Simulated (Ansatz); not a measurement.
# Pt at 22 GPa (stress–strain coefficients): relaxed-ion elastic tensor

Level of theory: DFT LDA, scalar-relativistic, plane waves, PAW (Ansatz 0.2.0). Cutoff 420 eV, 18×18×10 k-points (Γ-centred), Fermi-Dirac smearing of 0.15 eV. No spin polarisation.

The cell, relaxed at 22 GPa:
```yaml
crystal:
  lattice:
    - [2.66931, 0.00000, 0.00000]
    - [-1.33466, 2.31169, 0.00000]
    - [0.00000, 0.00000, 4.53150]
  atoms:
    - { symbol: Pt, position: [0.66667, 0.33333, 0.75000] }
    - { symbol: Pt, position: [0.33333, 0.66667, 0.25000] }
```

In a metal, frequencies and elastic constants depend on the k mesh and the smearing, soft modes and shear constants most. Spin–orbit coupling is left out, which can shift energies with elements as heavy as these. Other phases may be more stable at this pressure.

Task: Give the relaxed-ion elastic constants (GPa, Voigt order xx yy zz yz xz xy, on the axes of the cell above).

Result:
```
612.3 334.5 305.0   0.0   0.0   0.0
334.5 612.3 305.0   0.0   0.0   0.0
305.1 305.1 579.7   0.0   0.0   0.0
  0.0   0.0   0.0  49.2   0.0   0.0
  0.0   0.0   0.0   0.0  49.2   0.0
  0.0   0.0   0.0   0.0   0.0 138.9
```

Task: Is the crystal stable against homogeneous strain?

Result: Yes: the least eigenvalue of the tensor is 49.2 GPa.

Task: And the moduli of a polycrystal (Hill averages)?

Result: B = 410 GPa, G = 93 GPa, E = 259 GPa, ν = 0.39.

This form isn't the element's structure at ambient conditions.

Cost: 1 run of about 14 core-minutes, on AMD EPYC 7R43 (Zen 3) (shared hosts).